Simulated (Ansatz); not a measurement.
## Ge: stationary points along a deformation path

Computed with Ansatz 0.2.0, DFT r2SCAN, scalar-relativistic, plane waves, PAW. Settings: plane waves to 500 eV, k-mesh 12×12×12 (Γ-centred), Gaussian smearing 0.03 eV. No spin polarisation. Energies are free energies at this smearing, counted from the undisturbed cell; pressure is positive in compression.

Zero of the scan (relaxed at this level):

```
Ge
1.0
     0.00000    2.83750    2.83750
     2.83750    0.00000    2.83750
     2.83750    2.83750    0.00000
Ge
2
Direct
  0.50000 0.50000 0.50000
  0.75000 0.75000 0.75000
```

At fixed volume and fractional coordinates, lengths along (0.000, 0.000, 1.000) are scaled against those across it; ρ is that ratio over its starting value. V = 22.846 Å³/atom. Δσ is the stress along the axis less the mean stress across it (compression positive).

```csv
ρ,ΔE (meV/atom),Δσ (GPa),space group
0.650,342.5,10.10,I4_1/amd
0.707,261.6,10.37,I4_1/amd
0.780,162.3,10.11,I4_1/amd
0.850,82.2,9.05,I4_1/amd
0.920,24.6,5.83,I4_1/amd
0.960,6.2,3.13,I4_1/amd
1.000,0.0,0.00,Fd-3m
1.050,9.8,-4.35,I4_1/amd
1.100,39.2,-8.97,I4_1/amd
1.200,148.1,-17.51,I4_1/amd
1.300,305.4,-22.63,I4_1/amd
1.414,478.5,-18.75,I4_1/amd
1.500,572.5,-14.54,I4_1/amd
```

Q: How does the stress give the slope of the energy, and where is the energy stationary?

A: Along the path d ln(length) is 2/3 d ln ρ on the axis and −1/3 d ln ρ across it, so dE/d ln ρ = −(2/3) V Δσ: the energy falls with ρ where Δσ is positive. Δσ vanishes or changes sign at ρ = 1.000 (Fd-3m), a minimum at 0.0 meV/atom. Pairs of stationary points between two samples would go unseen, and could change a minimum read from distant neighbours into a maximum. At ρ = 1.000 the cell is cubic, where symmetry alone makes the stress isotropic and the slope zero.

Q: Which shear constant sets the curvature at ρ = 1?

A: For a cubic crystal E/V = (2/3) C (ln ρ)² with C = C′ = (C11 − C12)/2, so Δσ = −2C ln ρ. The parabola of Δσ against ln ρ through ρ = 0.960, 1 and 1.050 gives C ≈ 41 GPa with the ions clamped, rough because the steps are large.

Q: Integrate that slope from ρ = 1 to 1.200 by the trapezoid rule.

A: With V/N in Å³ and 1 eV/Å³ = 160.2 GPa the slopes at ρ = 1.000, 1.050, 1.100, 1.200 are 0, 413, 853, 1664 meV/atom per unit of ln ρ. The steps add 10.1 + 29.4 + 109.5 = 149.0 meV/atom, against 148.1 from the energies; the trapezoid rule misses the curvature of the slope within each step.

The gap closes along the scan, which can put kinks into the curve.

Cost: 13 runs of about 5.1 core-minutes in all, on Intel Xeon Processor @ 2.50GHz (Skylake/Cascade Lake) (shared hosts).